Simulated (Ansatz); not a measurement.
LaTl (CsCl type)

```cif
data_LaTl
_chemical_formula_sum 'La1 Tl1'
_space_group_name_H-M_alt 'P 1'
_space_group_IT_number 1
_cell_length_a 3.97704
_cell_length_b 3.97704
_cell_length_c 3.97704
_cell_angle_alpha 90.000
_cell_angle_beta 90.000
_cell_angle_gamma 90.000
loop_
_space_group_symop_operation_xyz
  'x, y, z'
loop_
_atom_site_label
_atom_site_type_symbol
_atom_site_fract_x
_atom_site_fract_y
_atom_site_fract_z
_atom_site_occupancy
La1 La 0.00000 0.00000 0.00000 1
Tl1 Tl 0.50000 0.50000 0.50000 1
```

E(V) scan at fixed shape, V₀ the volume above. Symmetry pins the atoms to their sites.

All values below come from r2SCAN (plane waves to 500 eV, PAW, scalar-relativistic; Ansatz, a program for electronic structure). k mesh 12×12×12 (Γ-centred), Fermi-Dirac smearing 0.05 eV. E stands for the smeared free energy. Stress and pressure are positive under compression. LaTl is run without spin polarisation. LaTl was relaxed with its symmetry unable to fall. Spin-orbit coupling is left out, though Tl is heavy. The zero of ΔE is the relaxed starting cell.

### Question
Predict the ΔE (meV/atom) and P (GPa) at V/V₀ = 0.940, 0.950, 0.960, 0.980, 0.990, 1.010, 1.030, 1.040.

### Answer
```
V/V₀   ΔE (meV/atom)  P (GPa)
-----  -------------  -------
0.940             20      3.7
0.950             14      3.0
0.960              9      2.3
0.980              2      1.1
0.990              1      0.5
1.010              0     -0.5
1.030              4     -1.4
1.040              8     -1.9
```

(Under strain, the slope of the energy per volume gives the stress and its curvature an elastic modulus.)
